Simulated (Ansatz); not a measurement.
An element in the bcc structure gives these cold pressures by all-electron LAPW under PBEsol (Ansatz 0.2.0, scalar-relativistic, no spin polarisation).

```
V (Å³/atom)  P (GPa)
      71.32    -0.02
      65.62     0.34
      59.91     0.86
      54.21     1.66
      48.50     2.88
      42.79     4.82
      37.09     7.97
      32.10    12.25
```

Which element is it?

K. Its zero-pressure volume in this structure is near 71.3 Å³/atom; the volume and the steepness of P(V) together point to it, though neighbours can come close. Other candidates weren't computed, and some may come near.
